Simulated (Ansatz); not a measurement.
**Ionic part of the dielectric constant of AlGa₅P₆, mode by mode**

The calculation used Ansatz, DFT PBE, scalar-relativistic, plane waves, PAW. Cutoff 420 eV, 6×6×4 k-points (Γ-centred), fixed occupations. No spin polarisation. Phonons by linear response, acoustic sum rule imposed.

Space group P31m (No. 157), trigonal, a = 6.725 Å, c = 6.395 Å. Al has 4 P at 2.38–2.39 Å; around Ga on a site of symmetry 3 lie 4 P at 2.38–2.39 Å; Ga on a site of symmetry m is surrounded by 4 P at 2.38–2.39 Å; P on a site of symmetry 3 is surrounded by 4 Ga at 2.38–2.39 Å; around P on a site of symmetry 3m lie 3 Ga at 2.38 Å and 1 Al at 2.39 Å; around P on a site of symmetry m lie 1 Al at 2.38 Å and 3 Ga at 2.38–2.39 Å.

It was reached by relaxing an invented guess, and it needn't be the stable form of this composition. The run warned that its linear response isn't converged on this k mesh, so dielectric tensors, Born charges and infrared intensities are rough, and the frequencies may be too.

The primitive cell has V = 250.46 Å³ and ε∞,zz = 10.203. Each polar mode adds Δε = (4.92064×10⁷/V)·S/ν² along z, with S its oscillator strength in e²/amu, ν in cm⁻¹ and V in Å³.

Q: From these modes, find each Δε and ε0,zz.
```
ν (cm⁻¹)  S_zz (e²/amu)
  146.71        0.00392
  198.75        0.00105
  249.90        0.02624
  314.88        0.00399
  342.87          1.029
  354.83        0.03075
  414.62         0.4735
```

A:
```
ν (cm⁻¹)    Δε
  146.71  0.04
  198.75  0.01
  249.90  0.08
  314.88  0.01
  342.87  1.72
  354.83  0.05
  414.62  0.54
```

The sum is 2.45, so ε0,zz = 12.65; the run's tensor has 12.64.

Q: Where do the longitudinal modes lie for a wave vector along z?

A: At 146.91, 198.79, 250.59, 314.94, 354.20, 366.82, 430.24 cm⁻¹. The Lyddane–Sachs–Teller product Π(ν_LO/ν_TO)² = 1.24 agrees with ε0/ε∞ = 1.24.
